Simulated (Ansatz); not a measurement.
A relaxation computed with Ansatz, from input to last step.

```yaml
crystal:
  lattice:
    - [1.4144257768, 0.816619103, 5.9063452571]
    - [-1.4144257768, 0.816619103, 5.9063452571]
    - [0.0, -1.633238206, 5.9063452571]
  atoms:
    - { symbol: Co, position: [0.5, 0.5, 0.5] }
    - { symbol: Pt, position: [0.0, 0.0, 0.0] }
    - { symbol: O, position: [0.8880260228, 0.8880260228, 0.8880260228] }
    - { symbol: O, position: [0.1119739772, 0.1119739772, 0.1119739772] }
basis:
  ecutwfc: 420
kpoints:
  mp_grid: { grid: [18, 18, 18] }
hamiltonian:
  xc: pbe
  hubbard: { sites: [{ species: Co, l: d, u_eff: 3.32 }] }
scf:
  occupations: { method: gaussian, width: 0.1 }
output:
  forces: true
  stress: true
  eigenvalues: true
relax:
  adjacent_minimum: "off"
  f_tol: 0.01
  max_steps: 30
  cell: { stress_tol: 0.1, fix: [volume] }
```

```bash
ansatz run input.yaml --threads 1 --pin off --max-ram 2560MiB --backend cpu --events-out ev --progress --plain --runs-dir out
```

These are results of DFT PBE+U, scalar-relativistic, plane waves, PAW (Ansatz), not measurements.

The volume is held at 0.97 times that of the relaxed cell.

Of 4 frames 3 are shown, positions in Å and forces in eV/Å; the SCF threshold varies from step to step. Steps run on the plane waves of an earlier cell, with a Pulay correction in the pressure. The basis is chosen afresh for the last frame, the zero of the energies, and at times for earlier ones too; energy and pressure step there, also at an unchanged geometry. Spin polarisation was left out; whether the Co atoms would carry moments isn't shown by this run.

```xyz
4
Lattice="1.4144 0.8166 5.9063 -1.4144 0.8166 5.9063 0.0000 -1.6332 5.9063" Properties=species:S:1:pos:R:3:forces:R:3 pbc="T T T" step=1 free_energy_over_end_meV_per_atom=0.50 pressure_GPa=7.91
Co    0.0000    0.0000    8.8595    0.0000    0.0000    0.0000
Pt    0.0000    0.0000    0.0000    0.0000    0.0000    0.0000
O     0.0000    0.0000   15.7350    0.0000    0.0000    0.0324
O     0.0000    0.0000    1.9841    0.0000    0.0000   -0.0324
4
Lattice="1.4117 0.8150 5.9293 -1.4117 0.8150 5.9293 0.0000 -1.6301 5.9293" Properties=species:S:1:pos:R:3:forces:R:3 pbc="T T T" step=2 free_energy_over_end_meV_per_atom=0.02 pressure_GPa=7.50
Co    0.0000    0.0000    8.8940    0.0000    0.0000    0.0000
Pt    0.0000    0.0000    0.0000    0.0000    0.0000    0.0000
O     0.0000    0.0000   15.7992    0.0000    0.0000    0.0285
O     0.0000    0.0000    1.9888    0.0000    0.0000   -0.0285
4
Lattice="1.4110 0.8146 5.9350 -1.4110 0.8146 5.9350 0.0000 -1.6293 5.9350" Properties=species:S:1:pos:R:3:forces:R:3 pbc="T T T" step=4 free_energy_over_end_meV_per_atom=0.00 pressure_GPa=7.39
Co    0.0000    0.0000    8.9024    0.0000    0.0000    0.0000
Pt    0.0000    0.0000    0.0000    0.0000    0.0000    0.0000
O     0.0000    0.0000   15.8156    0.0000    0.0000    0.0074
O     0.0000    0.0000    1.9893    0.0000    0.0000   -0.0074
```

The run took 2.8 min on 1 thread of Intel(R) Xeon(R) Platinum 8375C CPU @ 2.90GHz (Ice Lake), with other jobs on the host, peak memory 1.2 GiB.

Spin–orbit coupling is left out, which can shift energies with elements as heavy as these.